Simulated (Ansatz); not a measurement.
## Two states of MnCO₃

```
Mn C O
1.0
     2.42099    1.39776    5.28877
    -2.42099    1.39776    5.28877
     0.00000   -2.79552    5.28877
Mn C O
2 2 6
Direct
  0.00000 0.00000 0.00000
  0.50000 0.50000 0.50000
  0.25000 0.25000 0.25000
  0.75000 0.75000 0.75000
  0.51975 0.98025 0.25000
  0.25000 0.51975 0.98025
  0.98025 0.25000 0.51975
  0.48025 0.01975 0.75000
  0.75000 0.48025 0.01975
  0.01975 0.75000 0.48025
```

The numbers come from plane-wave PAW DFT (Ansatz): PBEsol, with U_eff = 1.1 eV on Mn d (all-electron-ortho-atomic projectors), 420 eV, 5×5×5 Γ-centred k points, fermi-dirac occupations (width 0.1 eV). Nothing was relaxed.

State A: Mn1 up, Mn2 down (collinear spin). State B: Mn1 up, Mn2 up (collinear spin).

Which state is lower, and how do they differ?

State A is lower by 4.5 meV an atom at zero smearing.

```csv
state,free energy (meV/atom),largest moment in a small sphere (μB),net moment (μB/cell),gap on mesh (eV),pressure (GPa),largest force (eV/Å)
A,0.0,4.24,0.00,3.11,-7.9,0.67
B,4.5,4.26,10.00,2.58,-7.5,0.70
```

Origin: a database entry at a rescaled volume. Caveats: an odd or shifted mesh can miss the band edges, so this level's true gap may be smaller.
